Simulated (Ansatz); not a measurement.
WS2:
```yaml
crystal:
  lattice:
    - [1.58670, 0.91608, 6.27180]
    - [-1.58670, 0.91608, 6.27180]
    - [0.00000, -1.83216, 6.27180]
  atoms:
    - { symbol: W, position: [0.99933, 0.99933, 0.99933] }
    - { symbol: S, position: [0.58310, 0.58310, 0.58310] }
    - { symbol: S, position: [0.74887, 0.74887, 0.74887] }
```

The program Ansatz at the r²SCAN+D4 level (PAW) gives a gap of 1.21 eV without spin–orbit coupling, maximum at T, minimum on the Γ–S0 line, 52 % of the way from Γ.

What happens when spin–orbit coupling is switched on?

The gap drops by 0.14 eV, to 1.07 eV; maximum at T, minimum on the Γ–S0 line, 53 % of the way from Γ.

Space group R3m. The workflow started from a Materials Project entry (that database holds measured and hypothetical structures alike); the Crystallography Open Database files this formula in space group No. 160, but the cells were not matched. It is not the phase usual at ambient conditions (space group No. 194). Symmetry was held in the r²SCAN+D4 relaxation; its stability against distortions is not shown here. No spin polarisation was allowed.

Potentials: the later of the program's two PAW sets.
